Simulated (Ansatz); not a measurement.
Given:

HfSi:
```
HfSi
1.0
    3.25072     0.00000     0.00000
    0.00000     3.25072     0.00000
    0.00000     0.00000     3.25072
Hf Si
1 1
Direct
  0.00000   0.00000   0.00000
  0.50000   0.50000   0.50000
```

This is the PBEsol-relaxed structure.

Q: All from PBEsol in the plane-wave PAW code Ansatz, unless another level is named. Predict the highest zone-centre frequency.

A: 224 cm⁻¹.

Q: Next, the bulk modulus (Birch–Murnaghan fit)?

A: 134 GPa.

Space group Pm-3m (CsCl type). The cell is a constructed one: a structure type filled with these elements; neither database checked (COD, Materials Project) lists it. COD files the formula under space group No. 62. Its standing as an ambient phase is unchecked. The cell was relaxed with PBEsol under the symmetry of its start. At this level the phase is mechanically unstable. The run is not spin-polarised. As this level gives no gap, phonon frequencies hold no LO–TO term and depend on the k-mesh and smearing (Fermi–Dirac, 0.1 eV here). Scalar-relativistic: spin–orbit coupling is off unless named, which matters more the heavier the elements.

Potentials: the earlier of the program's two PAW sets. The files were generated under PBE; for other functionals the program regenerates the frozen cores, and for LDA and PBEsol the local potential too.
